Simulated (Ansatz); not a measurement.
Q: Name crystals whose computed values (LDA in the plane-wave PAW code Ansatz) fall in these windows: Θ_D (K) 490 to 600; G_Hill (GPa) 82 to 100; B₀ by P(V) fit (GPa) 160 to 230.

A: 

| crystal | Θ_D (K) | G_Hill (GPa) | B₀ by P(V) fit (GPa) |
|---|---|---|---|
| SrNbO3, cubic perovskite | 555 | 90.6 | 203 |
| AlNi, CsCl type | 541 | 83.6 | 186 |
| BeNi, CsCl type | 599 | 89.6 | 214 |
| SnO2, Pbcn (Sn on 4c, O on 8d) | 507 | 85.5 | 194 |
| SnO2, rutile | 529 | 92.5 | 202 |
Others may fit too.

Not the usual ambient phase: SnO2, Pbcn (Sn on 4c, O on 8d). Standing as an ambient phase not checked: SrNbO3, cubic perovskite; BeNi, CsCl type. All cells were relaxed under the symmetry of their starts (and spin orders); stability against distortions was not tested throughout. Rows with no word on spin ran without spin polarisation. Spin–orbit coupling is left out wherever it is not named.

Potentials: the later of the program's two PAW sets.
